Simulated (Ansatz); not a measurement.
Relaxed Cs2AgBiBr6 (double-perovskite type, space group Fm-3m):

```xyz
10
Lattice="0.0000 5.7385 5.7385 5.7385 0.0000 5.7385 5.7385 5.7385 0.0000" Properties=species:S:1:pos:R:3 pbc="T T T"
Cs     2.8692     2.8692     2.8692
Cs     8.6077     8.6077     8.6077
Ag     5.7385     5.7385     5.7385
Bi     0.0000     0.0000     0.0000
Br     2.8850     5.7385     5.7385
Br     8.5920     5.7385     5.7385
Br     5.7385     2.8850     5.7385
Br     5.7385     8.5920     5.7385
Br     5.7385     5.7385     2.8850
Br     5.7385     5.7385     8.5920
```

The atoms are displaced by Q × the pattern below (from a DFPT mode at Γ, largest move 1; Q in Å), at fixed cell. It is one choice among 3 degenerate patterns.

```
atom      x       y       z
----  -----  ------  ------
Br7   0.000   0.000  -1.000
Br8   0.000   0.000   1.000
Br9   0.000   1.000   0.000
Br10  0.000  -1.000   0.000
```

Atoms not listed stay in place.

All values below come from PBE (plane waves to 420 eV, PAW, scalar-relativistic; Ansatz, an electronic-structure program). k mesh 5×5×5 (Γ-centred), fixed occupations. Cs2AgBiBr6 was relaxed with its symmetry unable to fall. Spin-orbit coupling is left out, though Bi is heavy. The zero of ΔE is the undisplaced structure.

```json
[
 {"Q (Å)": "-0.660", "ΔE (meV/cell)": "withheld"},
 {"Q (Å)": "-0.550", "ΔE (meV/cell)": "33.2"},
 {"Q (Å)": "-0.440", "ΔE (meV/cell)": "3.6"},
 {"Q (Å)": "-0.330", "ΔE (meV/cell)": "-6.0"},
 {"Q (Å)": "-0.220", "ΔE (meV/cell)": "-5.3"},
 {"Q (Å)": "-0.110", "ΔE (meV/cell)": "-1.7"},
 {"Q (Å)": "0.000", "ΔE (meV/cell)": "0.0"},
 {"Q (Å)": "0.110", "ΔE (meV/cell)": "-1.7"},
 {"Q (Å)": "0.220", "ΔE (meV/cell)": "-5.3"},
 {"Q (Å)": "0.330", "ΔE (meV/cell)": "-6.0"},
 {"Q (Å)": "0.440", "ΔE (meV/cell)": "3.6"},
 {"Q (Å)": "0.550", "ΔE (meV/cell)": "33.2"},
 {"Q (Å)": "0.660", "ΔE (meV/cell)": "withheld"}
]
```

Task: Fit an even polynomial form (powers 2, 4) to the given rows and predict ΔE at Q = 0.660.

Result: Least squares on the 11 given rows: ΔE = (-146.7)·Q² + (848.6)·Q⁴, in meV/cell with Q in Å; root-mean-square residual 0.13 meV/cell. At 0.660 the fit gives 97.1 meV/cell; the calculation gives 94.3 meV/cell, so the extrapolation is off by 2.8 (+3.0 %). The quadratic term alone would give -63.9 meV/cell: it is negative, as the undisplaced cell is unstable along this move.

(A displaced cell: forces are minus the slopes of the energy, force constants its curvatures, and phonons follow from these.)
